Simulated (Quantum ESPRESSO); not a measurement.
# AlCuGaSnTi4 in 6 site orders

These are calculations, not measurements. They come from Quantum ESPRESSO 7.5, a public plane-wave density functional program. Each row is one single-point run on a made-up periodic cell of eight metal atoms, with elements, volume, strain and displacements drawn at random and not relaxed, so a cell may be unstable or far from any real phase. There is no spin polarisation or spin-orbit coupling.

Settings: PBE unless stated; PseudoDojo standard norm-conserving files; Fermi-Dirac width 0.25 eV, which means electrons at about 2900 K; cutoff 1252 eV; 8 x 5 x 3 k mesh shifted half a step off Gamma. E is the free energy of the whole cell (internal energy minus TS), so a -TS column is already part of it. Stress is positive in tension, and the pressure P is minus a third of its trace.

Checks: one run of this series was repeated at a higher cutoff and on a denser mesh, which moved values by no more than 0.002 eV, 0.09 GPa and 0.008 eV/Å, and a second program with other atomic files agreed on it to 2 % rms in force and 0.5 GPa in pressure. Known limits: the copper pseudopotential is less sure than most, with forces differing by about three percent and pressure by about two GPa from a second method on plain copper; the tin pseudopotential is less sure than most, with forces differing by about three percent from a second method on plain tin; a spin test at this wide smearing found no moment, but such smearing suppresses magnetism that the real alloy may have.

The lattice is face-centred cubic, and the cell vectors in Å are (0.000, 2.001, 2.001); (0.000, 4.003, -4.003); (-8.005, -2.001, 2.001), a volume of 128.25 Å³. The runs put one composition on the same eight displaced sites in different orders. E is counted from run 1, and the rms force is over all 24 components. Nothing is relaxed, so E mixes bonding between neighbours with strain on unrelaxed sites, and it is not an ordering energy.

| run | elements on sites 1 to 8 | E (eV) | -TS (eV) | rms force (eV/Å) | largest force (eV/Å) | P (GPa) |
|---|---|---|---|---|---|---|
| 1 | Ti Ti Al Ti Ga Sn Cu Ti | 0.000 | -1.528 | 0.607 | 1.91 | 7.91 |
| 2 | Cu Al Sn Ti Ga Ti Ti Ti | 0.508 | -1.510 | 0.805 | 2.33 | 9.57 |
| 3 | Ti Ga Sn Al Ti Ti Cu Ti | -0.084 | -1.426 | 0.602 | 1.62 | ? |
| 4 | Ti Ti Ti Ti Ga Sn Cu Al | -0.912 | -1.447 | 0.611 | 2.08 | 5.49 |
| 5 | Ti Ti Sn Ga Al Cu Ti Ti | 0.926 | -1.599 | 0.913 | 3.13 | 10.66 |
| 6 | Ti Ti Cu Al Ga Ti Sn Ti | 0.661 | -1.513 | 0.576 | 1.49 | 9.61 |

## Worked fit

A straight line through the runs shown gives P = 7.99 + 2.78 E GPa with E in eV, an error of 0.12 on the slope and a scatter of 0.18 GPa. At this fixed volume the orders of higher energy tend to have the higher pressure.

## Withheld value

Question: what pressure should run 3 give?

The fit gives 7.76 ± 0.20 GPa. The calculation gave 7.92 GPa.
